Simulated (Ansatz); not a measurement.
**Property card for Sn4P**

Theory: Ansatz 0.2.0, DFT PBE, scalar-relativistic, plane waves, PAW.

Settings: cutoff 420 eV, Γ-centred mesh 8×8×8 on the computed 5-atom cell, Gaussian smearing of 0.10 eV; no spin polarisation.

The structure is relaxed at this level of theory with its symmetry kept, and needn't be the ground state of this composition.

Space group Im-3m (No. 229), cubic, a = 6.616 Å. Around Sn lie 2 P at 2.86 Å and 6 Sn at 3.31 Å; around P lie 8 Sn at 2.86 Å.

```json
{
 "Volume per atom": "28.96 Å³",
 "Formation energy from the elements' standard states (uncorrected)": "+0.241 eV/atom",
 "Kohn–Sham band gap": "none (metal)",
 "Density of states at the Fermi level": "5.3 states/eV per cell",
 "Orbital (Löwdin) character within 0.5 eV of the Fermi level": "Sn 5p 67 %, P 3p 17 %, Sn 5s 12 %",
 "Bader charge by site (e)": "Sn (4 in the cell) 0.22, P (1 in the cell) -0.89"
}
```

Another cell of Sn4P relaxed alike, in P-3m1, lies 188 meV/atom lower, so this cell isn't the stable form at this level.

The cell was found from a structure generator's guess, not taken from experiment. Löwdin shares on free-atom orbitals overweight diffuse shells.
